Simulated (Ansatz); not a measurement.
K$_{2}$TeBr$_{6}$ in Ansatz, relaxation

input.yaml:

```yaml
crystal:
  lattice:
    - [0.0, 7.363413, 0.0]
    - [7.363413, 0.0, 0.0]
    - [3.681706, 3.681706, -5.206765]
  atoms:
    - { symbol: Te, position: [0.0, 0.0, 0.0] }
    - { symbol: K, position: [0.25, 0.75, 0.5] }
    - { symbol: K, position: [0.75, 0.25, 0.5] }
    - { symbol: Br, position: [0.25, 0.25, 0.5] }
    - { symbol: Br, position: [0.75, 0.75, 0.5] }
    - { symbol: Br, position: [0.251, 0.251, 0.0] }
    - { symbol: Br, position: [0.251, 0.749, 0.0] }
    - { symbol: Br, position: [0.749, 0.749, 0.0] }
    - { symbol: Br, position: [0.749, 0.251, 0.0] }
  symmetry: { tolerance: 0.0003 }
kpoints:
  mp_grid: { grid: [6, 6, 6], shift: [0, 0, 0] }
magnetization:
  spin_polarized: false
scf:
  occupations: { method: fermi_dirac }
  lower_state_search: "off"
hamiltonian:
  pseudopotentials: { kind: paw }
  xc: r2scan
basis:
  ecutwfc: 500
  fft_grid_basis: typed
relax:
  max_steps: 40
  cell: { p_target: 0.0 }
  f_tol: 0.03
output:
  forces: true
  stress: true
  eigenvalues: true
  bader: true
  populations: true
  elf: true
  write_potential: true
  volumetric_format: npy
  dos:
    e_range: [-12, 8]
    de: 0.05
    projected: { site_lists: { Br: [Br], K: [K], Te: [Te] } }
checkpoint:
  read: saved_state
```

Launch command:

```bash
ansatz run input.yaml --threads 2 --pin off --max-ram 2560MiB --backend cpu --events-out ev --progress --plain --runs-dir out
```

Origin of the cell: a known structure type with other elements, at an estimated volume, so it need not be a known compound.

The smearing width isn't typed, so it takes its default of 0.1 eV.

The saved state is a converged single point of the same cell.

Steps («new basis» is an SCF on plane waves selected anew at the same cell):

```
step  ΔF (meV/atom)  max force component (eV/Å)  P (GPa)  volume (Å³)  SCF iterations   step was
   1            0.0                       0.962     3.76       282.31               5   accepted
   2          -28.7                       0.434    -0.05       298.47               6   accepted
   3          -34.9                       0.042    -0.39       325.74               7   accepted
   4          -37.5                       0.006    -0.13       315.16               6   accepted
   5          -37.7                       0.004     0.01       311.80               6   accepted
   6          -38.1                       0.004     0.01       311.80               6  new basis
```

Step 1, with forces in eV/Å:

```xyz
9
Lattice="0.000 7.363 0.000 7.363 0.000 0.000 3.682 3.682 -5.207" Properties=species:S:1:pos:R:3:forces:R:3 pbc="T T T" step=1
Te    0.000    0.000    0.000    0.000    0.000    0.000
K     7.363    3.682   -2.603    0.000    0.000    0.000
K     3.682    7.363   -2.603    0.000    0.000    0.000
Br    3.682    3.682   -2.603    0.000    0.000    0.962
Br    7.363    7.363   -2.603    0.000    0.000   -0.962
Br    1.848    1.848    0.000    0.604    0.604    0.000
Br    5.515    1.848    0.000   -0.604    0.604    0.000
Br    5.515    5.515    0.000   -0.604   -0.604    0.000
Br    1.848    5.515    0.000    0.604   -0.604    0.000
```

Step 2, with forces in eV/Å:

```xyz
9
Lattice="0.000 7.503 0.000 7.503 0.000 0.000 3.751 3.751 -5.302" Properties=species:S:1:pos:R:3:forces:R:3 pbc="T T T" step=2
Te    0.000    0.000    0.000    0.000    0.000    0.000
K     7.503    3.751   -2.651    0.000    0.000    0.000
K     3.751    7.503   -2.651    0.000    0.000    0.000
Br    3.751    3.751   -2.559    0.000    0.000   -0.434
Br    7.503    7.503   -2.742    0.000    0.000    0.434
Br    1.936    1.936    0.000   -0.284   -0.284    0.000
Br    5.567    1.936    0.000    0.284   -0.284    0.000
Br    5.567    5.567    0.000    0.284    0.284    0.000
Br    1.936    5.567    0.000   -0.284    0.284    0.000
```

Step 3, with forces in eV/Å:

```xyz
9
Lattice="0.000 7.724 0.000 7.724 0.000 0.000 3.862 3.862 -5.460" Properties=species:S:1:pos:R:3:forces:R:3 pbc="T T T" step=3
Te    0.000    0.000    0.000    0.000    0.000    0.000
K     7.724    3.862   -2.730    0.000    0.000    0.000
K     3.862    7.724   -2.730    0.000    0.000    0.000
Br    3.862    3.862   -2.746    0.000    0.000    0.038
Br    7.724    7.724   -2.714    0.000    0.000   -0.038
Br    1.917    1.917    0.000    0.042    0.042    0.000
Br    5.807    1.917    0.000   -0.042    0.042    0.000
Br    5.807    5.807    0.000   -0.042   -0.042    0.000
Br    1.917    5.807    0.000    0.042   -0.042    0.000
```

Step 4, with forces in eV/Å:

```xyz
9
Lattice="0.000 7.639 0.000 7.639 0.000 0.000 3.819 3.819 -5.401" Properties=species:S:1:pos:R:3:forces:R:3 pbc="T T T" step=4
Te    0.000    0.000    0.000    0.000    0.000    0.000
K     7.639    3.819   -2.700    0.000    0.000    0.000
K     3.819    7.639   -2.700    0.000    0.000    0.000
Br    3.819    3.819   -2.689    0.000    0.000   -0.006
Br    7.639    7.639   -2.712    0.000    0.000    0.006
Br    1.917    1.917    0.000    0.001    0.001    0.000
Br    5.722    1.917    0.000   -0.001    0.001    0.000
Br    5.722    5.722    0.000   -0.001   -0.001    0.000
Br    1.917    5.722    0.000    0.001   -0.001    0.000
```

Step 6, with forces in eV/Å:

```xyz
9
Lattice="0.000 7.611 0.000 7.611 0.000 0.000 3.806 3.806 -5.382" Properties=species:S:1:pos:R:3:forces:R:3 pbc="T T T" step=6
Te    0.000    0.000    0.000    0.000    0.000    0.000
K     7.611    3.806   -2.691    0.000    0.000    0.000
K     3.806    7.611   -2.691    0.000    0.000    0.000
Br    3.806    3.806   -2.673    0.000    0.000   -0.004
Br    7.611    7.611   -2.709    0.000    0.000    0.004
Br    1.916    1.916    0.000   -0.002   -0.002    0.000
Br    5.696    1.916    0.000    0.002   -0.002    0.000
Br    5.696    5.696    0.000    0.002    0.002    0.000
Br    1.916    5.696    0.000   -0.002    0.002    0.000
```

```yaml
Free_energy_lowered_by: 38.1 meV/atom
Volume_change: 10.44 %
Final_pressure: 0.01 GPa
Relaxation_steps_listed: 6
Gap_on_the_mesh: 2.08 eV
```

Caveats: no spin-orbit coupling, though heavy elements are present; the relaxation held the start's symmetry, so the end may be a saddle point.

The run took 7.6 min on 2 threads of Arm Neoverse N1 (shared host), peak memory 1.7 GiB, from a saved density.
